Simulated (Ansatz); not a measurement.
Here is the system:

Si2BAs:
```yaml
crystal:
  lattice:
    - [1.79207, 1.03465, 6.06296]
    - [-1.79207, 1.03465, 6.06296]
    - [0.00000, -2.06931, 6.06296]
  atoms:
    - { symbol: B, position: [0.99407, 0.99407, 0.99407] }
    - { symbol: As, position: [0.11099, 0.11099, 0.11099] }
    - { symbol: Si, position: [0.50740, 0.50740, 0.50740] }
    - { symbol: Si, position: [0.63757, 0.63757, 0.63757] }
```

This is the PBE-relaxed structure.

### Question
All from PBE (plane waves, PAW; program Ansatz), unless another level is named. Give the electronic character.

### Answer
metallic (no gap).

### Question
Give the density of states at the Fermi level.

### Answer
0.06 states/eV per atom (mean over ±0.08 eV).

### Question
And the formation energy from the elements (no fitted shifts)?

### Answer
13 kJ/mol of atoms.

Space group R3m. The start of the workflow was typed in or built on a structure type; neither database checked (COD, Materials Project) lists it. Its standing as an ambient phase is unchecked. The PBE relaxation kept the symmetry of its start; whether a distortion lowers the energy is not shown. The volume moved by 19 % from the start of the relaxation. The references are the lowest solids computed at this level, not always the standard phases. Spin–orbit coupling is left out wherever it is not named.

Potentials: the earlier of the program's two PAW sets.
